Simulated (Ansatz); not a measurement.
Level of theory: DFT PBE, scalar-relativistic, plane waves, PAW (Ansatz). Settings: cutoff 420 eV, Γ-centred meshes spaced at most about 0.3 Å⁻¹, and about 0.25 Å⁻¹ or finer for metals (2π included), Gaussian smearing. No spin polarisation in the final relaxations.

All energies are static (0 K, no zero-point motion). All come from trial cells, and lower structures may exist.

Problem. These unrelaxed guesses for AsSe4 are each relaxed within their symmetry. Order them by the energy at which they end, lowest first.
A.

Space group P-43m (No. 215). a = 5.307 Å, b = 5.307 Å, c = 5.307 Å, α = 90.00°, β = 90.00°, γ = 90.00°
```tsv
atom	site	symmetry	x	y	z
As	1a	-43m	0.0000	0.0000	0.0000
Se	4e	.3m	0.2500	0.2500	0.2500
```

B.

Space group I4/m (No. 87). a = 7.363 Å, b = 7.363 Å, c = 4.530 Å, α = 90.00°, β = 90.00°, γ = 90.00°
```csv
atom,site,symmetry,x,y,z
As,2a,4/m..,0.0000,0.0000,0.0000
Se,8h,m..,0.1024,0.7028,0.5000
```

C.

Space group I-43m (No. 217). a = 7.009 Å, b = 7.009 Å, c = 7.009 Å, α = 90.00°, β = 90.00°, γ = 90.00°
```csv
atom,site,symmetry,x,y,z
As,2a,-43m,0.0000,0.0000,0.0000
Se,8c,.3m,0.1748,0.1748,0.1748
```

D.

Space group Cmmm (No. 65). a = 8.071 Å, b = 8.475 Å, c = 3.624 Å, α = 90.00°, β = 90.00°, γ = 90.00°
| atom | site | symmetry | x | y | z |
| --- | --- | --- | --- | --- | --- |
| As | 2a | mmm | 0.0000 | 0.0000 | 0.0000 |
| Se | 4j | m2m | 0.5000 | 0.6894 | 0.5000 |
| Se | 4g | 2mm | 0.2852 | 0.0000 | 0.0000 |

Solution. B (ends in I4/m, 0 meV/atom), D (ends in Cmmm, 90 meV/atom), C (ends in I-43m, 123 meV/atom), A (ends in P-43m, 147 meV/atom). Even the lowest end lies +0.28 eV/atom against the elements.

No dispersion correction is applied, so the spacing and binding between layers, chains or molecules are poorly described (I-43m, P-43m), and this can change margins and order among such cells. In I4/m, Cmmm, I-43m, P-43m an odd number of electrons in the primitive cell allows no gap without spin; a larger cell or a magnetic state could open one. A magnetic state wasn't ruled out in cells without spin, among them I4/m, Cmmm, I-43m, P-43m. Cells relaxed within their symmetry can be saddle points. Some candidate types were left out of the draw beforehand, so a known form may be missing.
